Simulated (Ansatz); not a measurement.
Lu (hcp, Mg type)

```yaml
crystal:
  lattice:
    - [3.50707, 0.00000, 0.00000]
    - [-1.75353, 3.03721, 0.00000]
    - [0.00000, 0.00000, 5.46215]
  atoms:
    - { symbol: Lu, position: [0.33333, 0.66667, 0.75000] }
    - { symbol: Lu, position: [0.66667, 0.33333, 0.25000] }
```

The slice is a (1 -1 0 0) plane (indices of the conventional cell) through the point (0.667, 0.333, 0.250) (fractional), spanned by u = [110] and v = [001] in vectors of this cell: u (3.51 Å) and v (5.46 Å, at 90° to u). It covers one period; positions are fractions (u, v).

Calculation: PBE (plane waves to 420 eV, PAW, scalar-relativistic; Ansatz, a quantum-chemistry and plane-wave program). k mesh 15×15×9. Near the nuclei the fields are pseudised (PAW); where an atom keeps semicore shells as valence, they peak there. Lu is run without spin polarisation. Lu was relaxed with its symmetry unable to fall. The PAW data are Ansatz's earlier set.

### Question
What is the ELF at the midpoint of the shortest Lu–Lu line in this plane (3.51 Å)?

### Answer
0.2.

### Question
What is the valence density on the shortest Lu–Lu line in this plane (3.51 Å), at its midpoint?

### Answer
0.11 e/Å³.

### Question
Predict the map of the electrostatic potential energy of an electron, from the cell's mean on the slice.

### Answer
```
|xxxx =##= xxx|
|xxxx +%%+ xxx|
|xxx -#@@#- xx|
|   -*%@@%*-  |
|==+*#%%%%#*+=|
|%%%##****##%%|
|@@%#+=--=+#%@|
|@@%*-    -*%@|
|@@#=.    .=#@|
|@@#=      =#@|
|@@#=.    .=#@|
|@@%*-    -*%@|
|@@%#+=--=+#%@|
|%%%##****##%%|
|==+*#%%%%#*+=|
|   -*%@@%*-  |
|xxx -#@@#- xx|
|xxxx +%%+ xxx|
|xxxx =##= xxx|
|xxxx -**- xxx|
```
Scale: ten equal steps from 1.00 (start of ' ') to 9.24 (end of '@'), in the order ' .:-=+*#%@'. Values: electrostatic potential energy of an electron, from the cell's mean, in eV. The map has 13 points along u (one character each, u = 0 at the left) and 20 along v (v = 0 in the bottom row). Points within 1 Å of a nucleus are blanked (x), as the pseudised field means little there. Values under 1 eV are set to 1. The zero, the cell's mean, hangs on the PAW cores.
